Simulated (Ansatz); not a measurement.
Te2Pt:
```yaml
crystal:
  lattice:
    - [4.01998, 0.00000, 0.00000]
    - [-2.00999, 3.48141, 0.00000]
    - [0.00000, 0.00000, 5.09066]
  atoms:
    - { symbol: Te, position: [0.33333, 0.66667, 0.26328] }
    - { symbol: Te, position: [0.66667, 0.33333, 0.73672] }
    - { symbol: Pt, position: [0.00000, 0.00000, 0.00000] }
```

Relaxed with LDA.

Question: Map the valence electron density (e/Å³), cut off at 2 on the plane through (0.333, 0.667, 0.263) spanned by u = [0, 0, 1] and v = [1, -1, 0] in lattice vectors, from LDA in the plane-wave PAW code Ansatz.

Answer: x is the fraction of u, y of v (the angle between them is 90°; rows are the nearest grid lines); atoms in the plane: Te at (0.00, 0.00), Te at (0.47, 0.33), Pt at (0.74, 0.67).
```
|99995210000000000001259999|
|99993210000000000001239999|
|99942110000000000001124999|
|32211000000000000111122233|
|11100000000000011222222221|
|10000000000001237999963211|
|00000000000001379999996210|
|10000000000012699999999521|
|10000000000012699999999521|
|00000000000011389999997310|
|00000000000011249999984210|
|00000000001111222333211000|
|00000000111222222211110000|
|00000001247999632110000000|
|00000012389999963110000000|
|00000013699999994210000000|
|00000012699999994210000000|
|00000012369999942100000000|
|00000011235887421100000000|
|11110000111111110000001111|
|22211000000000000000011222|
|99942110000000000001124999|
|99993210000000000001238999|
|99995210000000000001259999|
```
Scale: ten equal steps from 0.024 (start of '0') to 2.00 (end of '9'), in the order '0123456789'; x runs from 0.000 to 1.00, y from 0.000 (bottom) to 1.00 (top).

The density is the valence pseudo-density with augmentation charge, so density and ELF within about 1 Å of a nucleus are not all-electron values.

Space group P-3m1. The LDA relaxation kept the symmetry of its start. The run is not spin-polarised. A crystal of weakly bound layers computed without a dispersion correction: the cell and the soft elastic constants depend strongly on that. Scalar-relativistic: spin–orbit coupling is off unless named, which matters more the heavier the elements.

Potentials: the later of the program's two PAW sets.
